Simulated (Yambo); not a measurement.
A BSE run in Yambo for SiO$_{2}$ (α-quartz, space group P3_121, No. 152) (PBEsol bands; 6×6×6 mesh, 12 valence and 5 conduction bands, static screening with 66 bands and a 3 Ry block, scissor 2.95 eV, Tamm-Dancoff; field along x) gives:

| state | energy (eV) | states within 2 meV | relative strength | class |
|---|---|---|---|---|
| 1 | 8.04 | 2 | 0.39 | weak |
| 2 | 8.39 | 1 | < 0.01 | dark |
| 3 | 8.45 | 2 | 0.37 | weak |
| 4 | 8.69 | 2 | 0.04 | weak |
| 5 | 8.77 | 2 | 0.09 | weak |

Axes are Cartesian, with cell vectors (Å) (4.91, 0.00, 0.00), (-2.46, 4.26, 0.00), (0.00, 0.00, 5.43).

**Question.** What changes when the window shrinks to 8 valence and 1 conduction bands?

**Answer.** The lowest state goes from 8.041 eV to 8.130 eV, and its distance below the direct gap from 1.085 eV to 0.996 eV. These are vertical excitations (zero momentum); the indirect quasiparticle gap, about 8.77 eV, is smaller than the direct one (9.13 eV on the GW mesh). The scissor comes from a G0W0 run whose convergence isn't established.

Geometry of the Materials Project entry, not relaxed at this level; primitive cell a = b = 4.915 Å, c = 5.431 Å, α = β = 90.00°, γ = 120.00°.
